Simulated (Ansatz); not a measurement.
Problem. LaB (rock salt, space group No. 225) is relaxed with r²SCAN (plane waves, PAW; program Ansatz). What lattice parameters of the conventional cell result?

Solution. a = 5.688 Å.

Problem. Is it a metal or does it have a gap at this level?

Solution. No gap at this level.

Space group Fm-3m (rock salt). The start of the workflow was typed in or built on a structure type; neither database checked (COD, Materials Project) lists it. Its standing as an ambient phase is unchecked. The r²SCAN relaxation kept the symmetry of its start. At this level the phase is mechanically unstable. Its formation energy is positive at this level, so the cell may be metastable or incomplete. Scalar-relativistic: spin–orbit coupling is off unless named, which matters more the heavier the elements.

Potentials: the earlier of the program's two PAW sets.
